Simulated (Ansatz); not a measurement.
# ZnO: reading a single point

```
Zn O
1.0
     1.65056    2.85885    0.00000
    -1.65056    2.85885    0.00000
     0.00000    0.00000    5.28871
Zn O
2 2
Direct
  0.33333 0.33333 0.50000
  0.66667 0.66667 0.00000
  0.66667 0.66667 0.37901
  0.33333 0.33333 0.87901
```

Level: PBE, no spin polarisation; 420 eV; 9×9×5 Γ-centred mesh; fermi-dirac occupations (width 0.1 eV); Ansatz 0.2.0, fixed geometry.

Is there a gap, and of what kind?

The gap is 0.74 eV, direct at the points sampled.

Which atom feels the largest force, and which way?

The largest is on Zn1 (and as large on other atoms): 0.05 eV/Å, components (0.00, 0.00, -0.05). It makes 180° with the line to a nearest neighbour, O4 at 2.00 Å, pointing away from it.

Which element gives electrons and which takes them?

Bader charges in e: Zn +1.21, O -1.21. In the mean Zn gives up most and O takes most.

What does the stress say?

The pressure is -1.5 GPa (compression positive), so with the atoms held at these fractions the cell would first shrink. The principal stresses -2.0, -2.0, -0.5 GPa differ, so its shape would change too.

What is the formation energy?

-1.42 eV an atom against the elements' usual phases (free molecules for gases, crystals otherwise, with no correction for O₂ or N₂), so it is bound against them; other compounds may still compete. Relaxing would lower it.

Origin: a database entry at a rescaled volume.
